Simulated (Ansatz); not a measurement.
# YSiO: computed property card

YSiO:
```yaml
crystal:
  lattice:
    - [3.34886, 0.00000, 0.00000]
    - [0.00000, 3.34886, 0.00000]
    - [0.00000, 0.00000, 7.96879]
  atoms:
    - { symbol: Y, position: [0.00000, 0.50000, 0.67223] }
    - { symbol: Y, position: [0.50000, 0.00000, 0.32777] }
    - { symbol: Si, position: [0.00000, 0.00000, 0.00000] }
    - { symbol: Si, position: [0.50000, 0.50000, 0.00000] }
    - { symbol: O, position: [0.50000, 0.00000, 0.61301] }
    - { symbol: O, position: [0.00000, 0.50000, 0.38699] }
```

Space group P4/nmm (No. 129); conventional cell a = 3.349 Å, b = 3.349 Å, c = 7.969 Å, α = 90.00°, β = 90.00°, γ = 90.00°.

Method: the program Ansatz at the PBEsol level (PAW). Geometry: relaxed at this level of theory. Other levels are named where they apply.

### Cell and energy

```
Quantity                                                      Result
-----------------------------------------------------  -------------
Volume per atom                                             14.89 Å³
Density                                                   4.94 g/cm³
Formation energy from the elements (no fitted shifts)  -2.09 eV/atom
```

### Electronic structure

```
Property                                                                     Value
------------------------------------  --------------------------------------------
Electronic character                                             metallic (no gap)
Density of states at the Fermi level  0.29 states/eV per atom (mean over ±0.08 eV)
Gap with spin–orbit coupling                                       none (metallic)
```

### Mechanics

```
Item                                 Result
----------------------------------  -------
Bulk modulus (Birch–Murnaghan fit)  131 GPa
Pressure derivative B′                  4.6
```

### Phonons

```
Item                                           Result
-----------------------------  ----------------------
Highest zone-centre frequency                455 cm⁻¹
Zone-centre stability          no imaginary mode at Γ
```

The start of the workflow was typed in or built on a structure type; neither database checked (COD, Materials Project) lists it. Its standing as an ambient phase is unchecked. Symmetry was held in the PBEsol relaxation. No spin polarisation was allowed. As this level gives no gap, phonon frequencies hold no LO–TO term and depend on the k-mesh and smearing (Fermi–Dirac, 0.1 eV here). The references are the lowest solids computed at this level, not always the standard phases (solids in place of the gases). Scalar-relativistic: spin–orbit coupling is off unless named, which matters more the heavier the elements.

Potentials: the earlier of the program's two PAW sets. The files were generated under PBE; for other functionals the program regenerates the frozen cores, and for LDA and PBEsol the local potential too.
